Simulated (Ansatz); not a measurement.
## B3H4NO5: field gradients at two levels of theory

Cell: a Materials Project structure (computed, not necessarily an observed phase), taken as it stands.

Space group C2/c (No. 15); a = 9.7637, b = 8.8066, c = 9.2353 Å, β = 103.51°.

| site | Wyckoff | site symmetry | x | y | z |
| --- | --- | --- | --- | --- | --- |
| B1 | 8f | 1 | 0.7959 | 0.0018 | 0.2673 |
| B5 | 8f | 1 | 0.6769 | 0.2453 | 0.3188 |
| B9 | 8f | 1 | 0.0731 | 0.9599 | 0.4331 |
| H13 | 8f | 1 | 0.3925 | 0.7531 | 0.1092 |
| H17 | 8f | 1 | 0.4939 | 0.8153 | 0.9979 |
| H21 | 8f | 1 | 0.4402 | 0.9362 | 0.1226 |
| H25 | 8f | 1 | 0.3240 | 0.8769 | 0.9749 |
| N | 8f | 1 | 0.4158 | 0.8465 | 0.0511 |
| O33 | 8f | 1 | 0.9179 | 0.0087 | 0.4037 |
| O37 | 8f | 1 | 0.8437 | 0.0551 | 0.1372 |
| O41 | 8f | 1 | 0.2502 | 0.8437 | 0.2523 |
| O45 | 8f | 1 | 0.6826 | 0.0916 | 0.3007 |
| O49 | 8f | 1 | 0.5893 | 0.2999 | 0.4053 |

One atom of each set is listed; the run and its k-mesh use a cell of 52 atoms with edges of 6.57, 6.57, 9.24 Å.

First run. Method: Kohn–Sham DFT in Ansatz, PBE, plane waves and PAW, scalar-relativistic, 420 eV cutoff, Γ-centred 4×4×3 k-points, Fermi–Dirac smearing 0.02 eV.

```tsv
site	V_zz (10²¹ V/m²)	η
B1	0.60	0.48
B5	2.41	0.16
B9	0.73	0.75
H13	2.69	0.03
H17	2.61	0.02
H21	3.28	0.04
H25	2.68	0.01
N	0.95	0.48
O33	-12.17	0.22
O37	9.15	0.68
O41	8.45	0.44
O45	9.36	0.46
O49	8.55	0.11
```

Second run. The same atoms and settings, except that the functional is r2SCAN and the cutoff is 500 eV.

Question: What does the second run give?

Answer: 

```json
{"site": "B1", "V_zz": "0.61", "η": "0.47", "change of V_zz": "+0.01"}
{"site": "B5", "V_zz": "2.56", "η": "0.16", "change of V_zz": "+0.15"}
{"site": "B9", "V_zz": "0.77", "η": "0.73", "change of V_zz": "+0.04"}
{"site": "H13", "V_zz": "2.61", "η": "0.03", "change of V_zz": "-0.08"}
{"site": "H17", "V_zz": "2.53", "η": "0.02", "change of V_zz": "-0.08"}
{"site": "H21", "V_zz": "3.21", "η": "0.04", "change of V_zz": "-0.07"}
{"site": "H25", "V_zz": "2.60", "η": "0.01", "change of V_zz": "-0.08"}
{"site": "N", "V_zz": "0.98", "η": "0.51", "change of V_zz": "+0.03"}
{"site": "O33", "V_zz": "-12.08", "η": "0.21", "change of V_zz": "+0.09"}
{"site": "O37", "V_zz": "9.21", "η": "0.67", "change of V_zz": "+0.06"}
{"site": "O41", "V_zz": "8.45", "η": "0.45", "change of V_zz": "0.00"}
{"site": "O45", "V_zz": "9.36", "η": "0.46", "change of V_zz": "0.00"}
{"site": "O49", "V_zz": "8.58", "η": "0.10", "change of V_zz": "+0.03"}
```

The largest change of V_zz is on B5, from 2.41 to 2.56. In per cent, |V_zz| changes by +2 to +6 on B, -3 to -2 on H, +3 on N, -1 to +1 on O (all sites that start above 0.5).

The lattice is static: at room temperature ammonium may turn and average the couplings of its hydrogen.
For the first run: At this cell the principal stresses reach 5 GPa in size with PBE, which can matter for small gradients. The largest force is 0.3 eV/Å, so the atoms aren't at the calculated equilibrium and relaxing them would move these values.
